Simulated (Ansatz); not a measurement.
**W: from a starting cell to a relaxed one**

The start is a relaxed W cell, doubled along one cell vector, shaken by Gaussian noise of σ = 0.08 Å a coordinate. Cell shape, volume and atoms are optimised at zero target pressure with r2SCAN (plane waves to 500 eV, PAW, scalar-relativistic; Ansatz, a quantum-chemistry and plane-wave program). The first steps use a 21×11×21 k-mesh.

Input geometry:
```
W
1.0
   -1.58438     1.58438     1.58438
    3.16877    -3.16877     3.16877
    1.58438     1.58438    -1.58438
W
2
Direct
  0.98376   0.00246   0.00590
  0.02401   0.50930   0.98207
```

Q: What pressure does the first self-consistent step give?

A: +0.7 GPa (positive: the cell is compressed).

Q: How much energy is released per atom?

A: 0.05 eV/atom.

Q: Is the parent structure recovered?

A: The parent structure is recovered, Im-3m (No. 229).

Q: What band gap does the relaxed structure have at this level?

A: Zero (metallic).

The end point of the relaxation:

```cif
data_W2
_chemical_formula_sum 'W2'
_space_group_name_H-M_alt 'Im-3m'
_space_group_IT_number 229
_space_group_name_Hall '-I 4 2 3'
_cell_length_a 3.16896
_cell_length_b 3.16896
_cell_length_c 3.16896
_cell_angle_alpha 90.000
_cell_angle_beta 90.000
_cell_angle_gamma 90.000
loop_
_atom_site_label
_atom_site_type_symbol
_atom_site_symmetry_multiplicity
_atom_site_Wyckoff_symbol
_atom_site_fract_x
_atom_site_fract_y
_atom_site_fract_z
_atom_site_occupancy
W1 W 2 a 0.00000 0.00000 0.00000 1
```
(The calculation used a cell of 1 atom; values per cell refer to that cell.)

No spin polarisation in the result.

The run could not lose the symmetry of its start.
